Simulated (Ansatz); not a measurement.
Method: Ansatz 0.2.0, DFT PBE, scalar-relativistic, plane waves, PAW. Plane waves to 420 eV, an 8×8×8 mesh through Γ for the 8-atom cell and 0.02 eV Gaussian smearing; no spin polarisation.

Formation energies are uncorrected and count from the elements' standard states at the same level.

Q: Suggest a trial structure for a tetragonal semiconductor that holds S and 2 more elements, with a gap near 1.3 eV, a formation energy near −0.74 eV/atom and a density near 4.86 g/cm³, in a cell of 8 atoms.

A: Zn4Se3S, space group I-42m (No. 121). Zn has 1 S at 2.37 Å and 3 Se at 2.47–2.49 Å; around Se on a site of symmetry -4 lie 4 Zn at 2.47 Å; Se on a site of symmetry -42m has 4 Zn at 2.49 Å; S is surrounded by 4 Zn at 2.37 Å.

```cif
data_structure
_symmetry_space_group_name_H-M 'P 1'
_symmetry_Int_Tables_number 1
_cell_length_a 6.9298
_cell_length_b 6.9298
_cell_length_c 6.9298
_cell_angle_alpha 131.791
_cell_angle_beta 131.791
_cell_angle_gamma 70.560
_cell_volume 181.25
loop_
_atom_site_label
_atom_site_type_symbol
_atom_site_fract_x
_atom_site_fract_y
_atom_site_fract_z
_atom_site_occupancy
Zn1 Zn 0.86331 0.38017 0.00000 1
Zn2 Zn 0.38017 0.86331 0.00000 1
Zn3 Zn 0.13669 0.13669 0.51686 1
Zn4 Zn 0.61983 0.61983 0.48314 1
Se1 Se 0.75000 0.25000 0.50000 1
Se2 Se 0.25000 0.75000 0.50000 1
Se3 Se 0.00000 0.00000 0.00000 1
S1 S 0.50000 0.50000 0.00000 1
```

* Volume per atom: 22.66 Å³
* Density: 4.86 g/cm³
* Formation energy: −0.736 eV/atom
* Gap on the 8×8×8 mesh of the 8-atom cell: 1.34 eV

The cell was found from a structure generator's guess, not taken from experiment. The answer needn't be unique; the calculation gave this one.

Kohn–Sham gaps at this level usually fall short of measured ones. The reference forms of S and Se are held partly by dispersion forces, which this level lacks. A later test with randomly moved atoms came back to the same energy, though modes that don't fit the test's cell weren't probed.
